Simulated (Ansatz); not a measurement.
An element in the bcc structure gives these cold pressures by all-electron LAPW under LDA (Ansatz 0.2.0, scalar-relativistic, no spin polarisation).

```
V (Å³/atom)  P (GPa)
      17.21    -0.21
      16.35    11.70
      14.63     46.5
      12.91    105.7
      11.19    205.2
       9.47    401.1
       7.75    816.7
       6.88     1208
```

Problem. Which element is it?

Solution. Ta. Its zero-pressure volume in this structure is near 17.2 Å³/atom; the volume and the steepness of P(V) together point to it, though neighbours can come close. Other candidates weren't computed, and some may come near.
